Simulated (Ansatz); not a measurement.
### Question
Name crystals whose computed values (HSE06 in the plane-wave PAW code Ansatz) fall in these windows: gap (eV) 8.8 to 12; B₀ by P(V) fit (GPa) 67 to 84.

### Answer


```csv
crystal,gap (eV),B₀ by P(V) fit (GPa)
"LiF, CsCl type",10.07,74.1
"KMgF3, cubic perovskite",9.46,73.0
"LiF, rock salt",11.52,73.5
```
Others may fit too.

Not the usual ambient phase: LiF, CsCl type. All cells were relaxed under the symmetry of their starts (and spin orders); stability against distortions was not tested throughout.

Potentials: the later of the program's two PAW sets.
